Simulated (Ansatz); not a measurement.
BP (rock salt, Fm-3m) under volume change, plane-wave PAW PBE (Ansatz code), scaled uniformly.

```
V (Å³/atom)  E − E(relaxed) (meV/atom)  P (GPa)
-----------  -------------------------  -------
9.162                             49.3    18.78
9.464                             20.8    11.61
9.766                              ___      ___
10.068                             0.0     0.00
10.370                             4.3    -4.45
10.672                             ___      ___
10.974                            35.3   -11.67
```

**Question.** Some entries are withheld; supply them.

**Answer.** 
- 9.766, E − E(relaxed) (meV/atom): 4.9
- 9.766, P (GPa): 5.36
- 10.672, E − E(relaxed) (meV/atom): 16.4
- 10.672, P (GPa): -8.28

**Question.** What does a third-order Birch–Murnaghan fit give for V₀, B₀ and B′?

**Answer.** V₀ = 10.07 Å³/atom, B₀ = 163 GPa, B′ = 4.2.

The start of the workflow was typed in or built on a structure type; neither database checked (COD, Materials Project) lists it. It is not the phase usual at ambient conditions (space group No. 216). Symmetry was held in the PBE relaxation; whether a distortion lowers the energy is not shown. Its formation energy is positive at this level, so the cell may be metastable or incomplete.

Potentials: the earlier of the program's two PAW sets.
